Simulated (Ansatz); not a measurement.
A frame of ZrSi$_{7}$ from dynamics at 2530 K, with the forces (eV/Å) computed on a k mesh in the last three columns. The calculation used DFT PBE, scalar-relativistic, plane waves, PAW in Ansatz 0.2.0.

Settings: cutoff 420 eV, Γ-centred mesh 4×4×4 on the computed 16-atom cell, Fermi–Dirac smearing of 0.22 eV; no spin polarisation.

```xyz
16
Lattice="6.383 0.211 0.158 0.211 6.556 -0.001 0.158 -0.001 6.440" Properties=species:S:1:pos:R:3:forces:R:3 pbc="T T T"
Si    5.218    2.666    5.457   -0.460    0.760    2.040
Si    5.995    2.683    1.202   -0.210   -1.020   -1.730
Si    6.331    5.204    2.748    2.400   -1.480    1.210
Si    0.239    0.295    4.342   -0.470   -2.480    5.040
Si    3.025    5.271    3.333   -1.660    1.020    0.260
Si    3.295    2.264    3.175   -2.190    0.010    0.080
Si    3.415    1.184    5.262   -1.020   -0.290    1.300
Si    6.107    2.399    3.497    0.780    3.040   -0.790
Si    4.872    5.306    4.762   -0.070   -0.020    1.130
Si    1.348    4.293    4.740   -0.460   -0.780   -0.250
Si    1.207    0.618    2.493    2.800   -0.030   -3.350
Si    4.427    3.959    2.166   -0.590    0.780   -1.600
Si    1.827    2.581    0.691    2.050    0.420   -0.570
Si    4.789    0.556    2.858   -2.160    0.400    2.230
Zr    5.675    6.480    0.717    0.570   -0.290   -5.400
Zr    2.325    5.664    0.349    0.690   -0.030    0.410
```

Static pressure 10.5 GPa (no kinetic part), no gap on the mesh.

Counting as bonded all pairs within 1.2 times the summed covalent radii:

```tsv
atom → neighbour	mean count	mean length (Å)	spread (Å)
Si → Si	3.86	2.39	0.16
Si → Zr	1.29	2.98	0.28
Zr → Si	9.00	2.98	0.28
Zr → Zr	2.00	3.28	0.18
```

Angles between all pairs of such bonds at an atom (mean ± spread): 98 ± 32° at Si, 97 ± 34° at Zr.

Cost: 1 run of about 1.1 core-minutes, on Arm Neoverse V2 (shared hosts).